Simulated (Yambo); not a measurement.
A free-standing BiBr3 monolayer (symmetry C2/m, slab cell 16.3 Å high), G0W0@PBEsol in Yambo with this input:

```
rim_cut
gw0
dyson
el_el_corr
HF_and_locXC
ppa
em1d
rim_w
RandQpts= 1000000
RandGvec= 2 Ry
CUTGeo= "slab z"
EXXRLvcs= 66 Ry
VXCRLvcs= 264 Ry
Chimod= "HARTREE"
% BndsRnXp
 1 | 206 |
%
NGsBlkXp= 5 Ry
% LongDrXp
 1.0 | 1.0 | 0.0 |
%
RandGvecW= 269 mRy
PPAPntXp= 27.2114 eV
% GbndRnge
 1 | 206 |
%
GTermKind= "BG"
DysSolver= "n"
ExtendOut
```

On a 2×2×1 mesh, with wavefunctions cut at 66 Ry, the gap ((-0.5, -0.5) → Γ) is 4.665 eV and the valence edge shifts by -0.760 eV.

Task: What happens with this change: 86 bands in G?

Result: The gap rises by 0.051 eV, to 4.716 eV; the shift of the valence edge becomes -0.611 eV. Neither run is shown to be the converged limit.

The standard potential for Bi keeps a d shell in the valence without the s and p states of that shell. In tests on such compounds this moved G0W0 gaps by up to about 0.9 eV, so absolute quasiparticle energies here are unreliable; differences between settings are what counts.

Spin-orbit coupling is not included.

Geometry relaxed with PBEsol; primitive cell a = 7.2006 Å, b = 7.2006 Å, c = 16.3000 Å, α = 90.00°, β = 90.00°, γ = 119.93°.

This is a model layer cut from the bulk structure; whether it is stable on its own was not checked.

A shift is the quasiparticle energy of the state minus its PBEsol energy.
